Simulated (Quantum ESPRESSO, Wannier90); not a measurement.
# Wannierisation of MgSe (zinc blende)

```xyz
2
Lattice="0.0000 2.9689 2.9689 2.9689 0.0000 2.9689 2.9689 2.9689 0.0000" Properties=species:S:1:pos:R:3 pbc="T T T"
Mg     0.0000     0.0000     0.0000
Se    -1.4845    -1.4845    -1.4845
```

Structure: Materials Project mp-13031, symmetrised, not relaxed again. Not found in the COD (Crystallography Open Database) copy used, which has the formula in other groups; not checked further. Method: LDA plane waves in Quantum ESPRESSO 7.5 (PseudoDojo norm-conserving files, 69 Ry, no spin polarisation, no spin-orbit coupling), Bloch states on a 10×10×10 mesh through Γ, Wannier90 4.0.1. Density: 10×10×10 mesh, cold smearing 0.01 Ry. Spin-orbit coupling, left out, would split the p-like bands by a few tenths of an eV.

A tight-binding model is made by disentanglement and projection with no localisation steps (num_iter = 0), so the 8 orbitals stay atom-like: hydrogen-like Mg: s;p; Se: s;p, axes along x, y, z; frozen window up to 3.89 eV relative to the valence-band maximum. It follows pw.x to 2.1 meV rms for states up to 3.4 eV relative to the valence-band maximum. Matrix elements depend on this choice of orbitals and windows.

The 30 largest hoppings ⟨m,0|H|n,R⟩ between different sites (one of each Hermitian pair; signs follow the real orbitals' lobes; the list may end inside a set of equal values):

| m | n | R | distance of the centres (Å) | t (eV) |
|---|---|---|---|---|
| Se2 px | Mg1 s | 0 0 0 | 2.57 | -1.190 |
| Mg1 s | Se2 px | 0 1 0 | 2.57 | 1.189 |
| Mg1 s | Se2 px | 0 0 1 | 2.57 | 1.189 |
| Mg1 s | Se2 px | 1 0 0 | 2.57 | -1.189 |
| Mg1 s | Se2 py | 0 0 1 | 2.57 | 1.189 |
| Se2 py | Mg1 s | 0 0 0 | 2.57 | -1.189 |
| Mg1 s | Se2 py | 1 0 0 | 2.57 | 1.189 |
| Mg1 s | Se2 py | 0 1 0 | 2.57 | -1.189 |
| Se2 pz | Mg1 s | 0 0 0 | 2.57 | -1.189 |
| Mg1 s | Se2 pz | 0 1 0 | 2.57 | 1.189 |
| Mg1 s | Se2 pz | 1 0 0 | 2.57 | 1.189 |
| Mg1 s | Se2 pz | 0 0 1 | 2.57 | -1.189 |
| Se2 s | Mg1 s | 0 0 0 | 2.57 | -1.142 |
| Mg1 s | Se2 s | 0 0 1 | 2.57 | -1.142 |
| Mg1 s | Se2 s | 0 1 0 | 2.57 | -1.142 |
| Mg1 s | Se2 s | 1 0 0 | 2.57 | -1.142 |
| Se2 px | Mg1 pz | 0 0 0 | 2.57 | 1.087 |
| Se2 px | Mg1 py | 0 0 0 | 2.57 | 1.087 |
| Se2 py | Mg1 pz | 0 0 0 | 2.57 | 1.086 |
| Mg1 pz | Se2 px | 0 1 0 | 2.57 | 1.086 |
| Mg1 py | Se2 px | 0 1 0 | 2.57 | -1.086 |
| Se2 pz | Mg1 py | 0 0 0 | 2.57 | 1.086 |
| Mg1 pz | Se2 py | 0 0 1 | 2.57 | -1.086 |
| Mg1 pz | Se2 py | 0 1 0 | 2.57 | -1.086 |
| Mg1 py | Se2 pz | 0 1 0 | 2.57 | -1.086 |
| Mg1 py | Se2 px | 0 0 1 | 2.57 | 1.086 |
| Mg1 pz | Se2 px | 0 0 1 | 2.57 | -1.086 |
| Se2 pz | Mg1 px | 0 0 0 | 2.57 | 1.086 |
| Mg1 pz | Se2 py | 1 0 0 | 2.57 | 1.086 |
| Mg1 px | Se2 pz | 0 1 0 | 2.57 | 1.086 |
